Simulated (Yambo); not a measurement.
Optical response of SiO$_{2}$

```
CELL_PARAMETERS angstrom
      5.06109     0.00000     0.00000
     -2.53055     4.38303     0.00000
      0.00000     0.00000     5.54050
ATOMIC_POSITIONS crystal
  O  0.79137 0.58274 0.50000
  O  0.20863 0.79137 0.83333
  O  0.41726 0.20863 0.16667
  O  0.20863 0.41726 0.50000
  O  0.79137 0.20863 0.83333
  O  0.58274 0.79137 0.16667
  Si 0.00000 0.50000 0.66667
  Si 0.50000 0.00000 0.00000
  Si 0.50000 0.50000 0.33333
```

Yambo, RPA with local fields on LDA bands; 6×6×4 mesh, 95 bands, 3 Ry local-field block, 0.2 eV broadening; field along z.

| E (eV) | Im ε | Re ε | Im ε, independent particles |
|---|---|---|---|
| 0.0 | 0.00 | 2.32 | 0.00 |
| 0.4 | 0.00 | 2.32 | 0.00 |
| 0.8 | 0.00 | 2.33 | 0.00 |
| 1.1 | 0.00 | 2.33 | 0.00 |
| 1.5 | 0.01 | 2.34 | 0.01 |
| 1.9 | 0.01 | 2.36 | 0.01 |
| 2.2 | 0.01 | 2.37 | 0.01 |
| 2.6 | 0.01 | 2.39 | 0.01 |
| 3.0 | 0.01 | 2.41 | 0.01 |
| 3.4 | 0.01 | 2.44 | 0.02 |
| 3.8 | 0.02 | 2.47 | 0.02 |
| 4.1 | 0.02 | 2.50 | 0.02 |
| 4.5 | 0.02 | 2.54 | 0.03 |
| 4.9 | 0.03 | 2.59 | 0.03 |
| 5.2 | 0.04 | 2.65 | 0.04 |
| 5.6 | 0.04 | 2.73 | 0.05 |
| 6.0 | 0.06 | 2.82 | 0.06 |
| 6.4 | 0.08 | 2.94 | 0.08 |
| 6.8 | 0.11 | 3.09 | 0.12 |
| 7.1 | 0.21 | 3.31 | 0.22 |
| 7.5 | 0.41 | 3.56 | 0.43 |
| 7.9 | 0.67 | 3.61 | 0.70 |
| 8.2 | 0.94 | 3.76 | 1.00 |
| 8.6 | 1.57 | 4.00 | 1.71 |
| 9.0 | 2.07 | 3.52 | 2.32 |
| 9.4 | 2.60 | 3.46 | 2.92 |
| 9.8 | 2.75 | 2.17 | 3.02 |
| 10.1 | 2.21 | 1.98 | 2.49 |
| 10.5 | 2.07 | 2.01 | 2.44 |
| 10.9 | 2.10 | 1.91 | 2.54 |
| 11.2 | 2.05 | 1.68 | 2.53 |
| 11.6 | 2.04 | 1.53 | 2.45 |
| 12.0 | 1.68 | 1.34 | 1.88 |
| 12.4 | 1.57 | 1.44 | 1.73 |
| 12.8 | 1.39 | 1.51 | 1.53 |
| 13.1 | 1.44 | 1.68 | 1.60 |
| 13.5 | 1.58 | 1.89 | 1.76 |
| 13.9 | 1.76 | 1.80 | 2.02 |
| 14.2 | 1.96 | 1.73 | 2.27 |
| 14.6 | 2.03 | 1.53 | 2.32 |
| 15.0 | 2.13 | 1.41 | 2.44 |
| 15.4 | 2.15 | 1.16 | 2.39 |
| 15.8 | 2.25 | 0.96 | 2.53 |
| 16.1 | 2.04 | 0.66 | 2.30 |
| 16.5 | 2.01 | 0.63 | 2.16 |
| 16.9 | 1.84 | 0.54 | 1.99 |
| 17.2 | 1.80 | 0.19 | 1.96 |
| 17.6 | 1.46 | 0.15 | 1.64 |
| 18.0 | 1.30 | 0.19 | 1.57 |
| 18.4 | 1.12 | 0.23 | 1.45 |
| 18.8 | 1.10 | 0.34 | 1.42 |
| 19.1 | 1.01 | 0.25 | 1.24 |
| 19.5 | 0.90 | 0.34 | 1.09 |
| 19.9 | 0.85 | 0.35 | 1.00 |

Peak heights and small wiggles depend on the k mesh. Convergence of the RPA response with its 6×6×4 mesh was not tested. No excitonic effects at this level.

Geometry of the Materials Project entry, not relaxed at this level.

This is not the ordinary phase of the substance.
